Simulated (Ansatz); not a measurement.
Computed with DFT PBE, scalar-relativistic, plane waves, PAW in Ansatz. Settings: cutoff 420 eV, Γ-centred meshes spaced at most about 0.3 Å⁻¹ (2π included), Gaussian smearing. No spin polarisation in the final relaxations.

Temperature and zero-point effects are left out.

Compare these two cells of Sn₂PbS₃, each relaxed at this level.

A.

```
Sn Pb S
1.0
    -2.08863    2.08863    8.86024
     2.08863   -2.08863    8.86024
     2.08863    2.08863   -8.86024
Sn Pb S
2 1 3
Direct
  0.66786 0.66786 0.00000
  0.33214 0.33214 0.00000
  0.00000 0.00000 0.00000
  0.82990 0.82990 0.00000
  0.50000 0.50000 0.00000
  0.17010 0.17010 0.00000
```

B.

```
Sn Pb S
1.0
     4.17386    0.00000    0.00000
    -2.08693    3.61467    0.00000
     0.00000    0.00000   10.22872
Sn Pb S
2 1 3
Direct
  0.33333 0.66667 0.66360
  0.66667 0.33333 0.33640
  0.00000 0.00000 0.00000
  0.66667 0.33333 0.82608
  0.00000 0.00000 0.50000
  0.33333 0.66667 0.17392
```

Question: Which arrangement of the elements on these sites is preferred, and by what margin?

Answer: They are level within the accuracy (under 1 meV/atom apart). The two share one framework of sites and differ in which element sits where. A has Sn and Pb ordered on rock salt sites, space group I4/mmm (No. 139), 25.8 Å³/atom and a gap of 0.16 eV on its mesh; B has Sn and Pb ordered on rock salt sites, space group P-3m1 (No. 164), 25.7 Å³/atom and a gap of 0.16 eV. Counting S atoms around Pb and Sn (those within 1.25 times the shortest such distance or 1.15 times the sum of covalent radii; the shortest distance is added where it is long for a bond), A has Sn 6, Pb 6 and B has Sn 6 from 2.9 Å, Pb 6 from 3.0 Å. In A, Sn has 6 S at 2.87–2.97 Å; Pb has 6 S at 2.95–3.01 Å; S on a site of symmetry 4mm has 5 Sn at 2.87–2.95 Å and 1 Pb at 3.01 Å; 1 more site not described. In B, around Sn lie 6 S at 2.93 Å; Pb is surrounded by 6 S at 3.00 Å; S on a site of symmetry 3m is surrounded by 3 Sn at 2.93 Å and 3 Pb at 3.00 Å; 1 more site not described. Both come from invented guesses. A third cell relaxed alike, in Cmcm, lies 10 meV/atom below the lower of the two.

Spin–orbit coupling, which can matter for Pb, is left out. Kohn–Sham gaps at this level usually fall short of measured ones. The missing spin–orbit coupling can work the other way here. Cells relaxed within their symmetry can be saddle points.
